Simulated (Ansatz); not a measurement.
**CsOsC3N3 (Fm-3m) at 3 levels of theory**

One geometry, relaxed with PBE; plane waves with PAW potentials in Ansatz, scalar-relativistic. No spin polarisation. Gaps are the least over mesh and band path; pressure is positive in compression.

```cif
data_structure
_symmetry_space_group_name_H-M 'P 1'
_symmetry_Int_Tables_number 1
_cell_length_a 7.3875
_cell_length_b 7.3875
_cell_length_c 7.3875
_cell_angle_alpha 60.000
_cell_angle_beta 60.000
_cell_angle_gamma 60.000
_cell_volume 285.09
loop_
_atom_site_label
_atom_site_type_symbol
_atom_site_fract_x
_atom_site_fract_y
_atom_site_fract_z
_atom_site_occupancy
Cs1 Cs 0.25000 0.25000 0.25000 1
Cs2 Cs 0.75000 0.75000 0.75000 1
Os1 Os 0.00000 0.00000 0.00000 1
Os2 Os 0.50000 0.50000 0.50000 1
C1 C 0.80562 0.19438 0.19438 1
C2 C 0.19438 0.80562 0.19438 1
C3 C 0.19438 0.19438 0.80562 1
C4 C 0.19438 0.80562 0.80562 1
C5 C 0.80562 0.19438 0.80562 1
C6 C 0.80562 0.80562 0.19438 1
N1 N 0.69257 0.30743 0.30743 1
N2 N 0.30743 0.69257 0.30743 1
N3 N 0.30743 0.30743 0.69257 1
N4 N 0.30743 0.69257 0.69257 1
N5 N 0.69257 0.30743 0.69257 1
N6 N 0.69257 0.69257 0.30743 1
```

| level | cutoff (eV) | k mesh | gap (eV) | pressure (GPa) |
| --- | --- | --- | --- | --- |
| PBE | 420 | 6×6×6 | 2.39 | 0.0 |
| r2SCAN | 500 | 6×6×6 | 2.66 | -2.3 |
| LDA | 420 | 6×6×6 | 2.35 | -5.7 |

Spin-orbit coupling matters for the bands of heavy elements and is left out.

The cell was found from a structure generator's guess, not taken from experiment.
